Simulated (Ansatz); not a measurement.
Sb2Se3:
```
Sb2Se3
1.0
   12.09556     0.00000     0.00000
    0.00000     3.98925     0.00000
    0.00000     0.00000    11.63792
Sb Se
8 12
Direct
  0.03217   0.25000   0.32894
  0.96783   0.75000   0.67106
  0.46783   0.75000   0.82894
  0.53217   0.25000   0.17106
  0.14353   0.75000   0.03794
  0.85647   0.25000   0.96206
  0.35647   0.25000   0.53794
  0.64353   0.75000   0.46206
  0.05248   0.25000   0.87180
  0.94752   0.75000   0.12820
  0.44752   0.75000   0.37180
  0.55248   0.25000   0.62820
  0.12782   0.75000   0.44588
  0.87218   0.25000   0.55412
  0.37218   0.25000   0.94588
  0.62782   0.75000   0.05412
  0.20930   0.25000   0.19293
  0.79070   0.75000   0.80707
  0.29070   0.75000   0.69293
  0.70930   0.25000   0.30707
```

Relaxed with r²SCAN+D4. Independent-particle spectrum: no excitons, no local fields, no scissors shift; 0.1 eV broadening; ε₁ of the summed bands alone.

Problem. Tabulate the dielectric function from r²SCAN+D4 (plane waves, PAW; program Ansatz).

Solution. 

```csv
E (eV),ε₁ xx,ε₂ xx,ε₁ yy,ε₂ yy,ε₁ zz,ε₂ zz
0.0,12.02,0.00,17.69,0.00,17.73,0.00
0.3,12.13,0.00,17.91,0.00,17.96,0.00
0.6,12.48,0.00,18.61,0.00,18.76,0.00
0.9,13.18,0.00,20.01,0.00,20.47,0.00
1.2,14.82,0.16,22.76,0.01,25.46,1.22
1.5,15.97,2.33,29.23,1.98,26.03,7.97
1.8,17.76,5.52,34.14,12.91,27.66,12.10
2.1,15.63,6.86,29.92,28.50,22.99,17.91
2.4,16.08,9.37,19.76,29.37,21.80,22.03
2.7,15.73,11.78,3.42,37.71,15.75,28.97
3.0,13.51,16.54,-4.29,25.23,5.91,30.84
3.3,6.60,17.57,-5.48,19.44,-1.03,26.97
3.6,3.73,16.13,-5.75,15.60,-7.99,24.72
3.9,2.26,13.68,-6.64,12.27,-11.21,15.13
4.2,0.60,12.76,-5.26,10.14,-8.72,11.25
4.5,0.13,10.88,-5.18,9.18,-7.36,8.48
4.8,0.00,10.78,-4.84,7.32,-6.77,7.31
5.1,-1.74,10.26,-4.68,6.05,-6.12,5.40
5.4,-2.82,7.92,-4.14,4.54,-5.05,3.88
5.7,-2.06,6.79,-2.58,3.95,-3.85,3.37
6.0,-1.90,6.01,-2.28,3.73,-3.13,2.65
6.3,-2.19,5.62,-1.59,3.60,-2.09,2.53
6.6,-2.04,4.82,-1.23,3.75,-1.70,2.35
6.9,-1.49,3.73,-1.16,3.61,-0.95,2.22
7.2,-0.90,4.28,-0.85,3.69,-0.41,2.55
7.5,-0.95,3.34,-1.33,3.69,-0.29,2.80
7.8,-0.17,3.59,-1.25,3.25,-0.02,2.96
8.1,0.10,3.48,-0.47,2.70,-0.27,3.10
8.4,-0.31,3.81,-0.64,3.77,0.04,3.16
8.7,0.05,4.46,-1.02,3.68,-0.24,3.66
9.0,-0.51,4.71,-1.16,3.38,-0.68,3.41
9.3,-1.13,4.54,-1.31,3.18,-0.74,3.28
9.6,-1.91,4.34,-1.66,2.96,-0.91,3.35
9.9,-1.90,3.64,-1.62,2.61,-1.18,3.41
10.2,-2.06,3.09,-1.52,2.34,-1.44,2.99
10.5,-2.01,2.83,-1.48,2.12,-1.71,2.66
10.8,-2.16,2.54,-1.44,1.99,-1.73,2.36
11.1,-2.06,1.99,-1.47,1.79,-1.74,1.90
11.4,-1.91,1.80,-1.31,1.58,-1.55,1.66
11.7,-1.76,1.46,-1.25,1.46,-1.43,1.44
12.0,-1.57,1.29,-1.25,1.30,-1.28,1.27
```

Problem. From ε at 1.7 eV (xx: 17.55 + 3.55i), find n, k, the normal reflectivity and the absorption coefficient.

Solution. n = 4.21, k = 0.422, R = 38 %, α = 2kE/ħc = 73000 cm⁻¹.

With all bands, ε∞ without local fields is 12.1 (xx), 17.8 (yy), 17.8 (zz).

Space group Pnma. Symmetry was held in the r²SCAN+D4 relaxation. Scalar-relativistic: spin–orbit coupling is off unless named, which matters more the heavier the elements.

Potentials: the later of the program's two PAW sets.
